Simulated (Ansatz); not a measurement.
Each is relaxed and computed with DFT-PBE in the program Ansatz with PAW potentials. Which is the only metal?
(A) BaHfO3, cubic perovskite
(B) HfSiO4, I4_1/amd (Hf on 4a, Si on 4b, O on 16h)
(C) HfO2, fluorite
(D) HfSi2, P6/mmm (Hf on 1a, Si on 2d)

D, HfSi2, P6/mmm (Hf on 1a, Si on 2d). HfSi2: metal; HfSiO4: gap 5.31 eV (indirect); HfO2: gap 3.75 eV (direct); BaHfO3: gap 3.62 eV (indirect). Constructed cells (a structure type filled with these elements, in neither database checked): HfSi2, P6/mmm (Hf on 1a, Si on 2d). Not the usual ambient phase: HfO2, fluorite. All cells were relaxed under the symmetry of their starts (and spin orders); stability against distortions was not tested throughout. Rows with no word on spin ran without spin polarisation. Spin–orbit coupling is left out wherever it is not named.

Potentials: the later of the program's two PAW sets.
